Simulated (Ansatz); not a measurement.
Computed properties of GaSb

GaSb:
```cif
data_Ga3Sb3
_chemical_formula_sum 'Ga3 Sb3'
_space_group_name_H-M_alt 'P 1'
_space_group_IT_number 1
_cell_length_a 4.42057
_cell_length_b 4.42057
_cell_length_c 9.59358
_cell_angle_alpha 90.000
_cell_angle_beta 90.000
_cell_angle_gamma 120.000
loop_
_space_group_symop_operation_xyz
  'x, y, z'
loop_
_atom_site_label
_atom_site_type_symbol
_atom_site_fract_x
_atom_site_fract_y
_atom_site_fract_z
_atom_site_occupancy
Ga1 Ga 0.50025 0.00000 0.66667 1
Ga2 Ga 0.00000 0.50025 0.33333 1
Ga3 Ga 0.49975 0.49975 0.00000 1
Sb1 Sb 0.50016 0.00000 0.16667 1
Sb2 Sb 0.00000 0.50016 0.83333 1
Sb3 Sb 0.49984 0.49984 0.50000 1
```

Space group P6_222 (No. 180); conventional cell a = 4.4206 Å, b = 4.4206 Å, c = 9.5936 Å, α = 90.00°, β = 90.00°, γ = 120.00°.

Method: the program Ansatz at the PBE level (PAW). The cell and atoms are relaxed at this level. Other levels are named where they apply.

**Cell and energy**

```yaml
volume_per_atom: 27.06 Å³
density: 5.88 g/cm³
Formation energy from the elements (no fitted shifts): -0.023 eV/atom
```

**Electronic structure**

```yaml
electronic_character: metallic (no gap)
Density of states at the Fermi level: 0.04 states/eV per atom (mean over ±0.08 eV)
```

The start of the workflow was typed in or built on a structure type; neither database checked (COD, Materials Project) lists it. It is not the phase usual at ambient conditions (space group No. 216). The cell was relaxed with PBE under the symmetry of its start; whether a distortion lowers the energy is not shown. A small band overlap can be real or an error of a semilocal functional. Point labels and valley counts follow the cell and symmetry of the run, lower than the named group. The references are the lowest solids computed at this level, not always the standard phases. Scalar-relativistic: spin–orbit coupling is off unless named, which matters more the heavier the elements.

Potentials: the earlier of the program's two PAW sets.
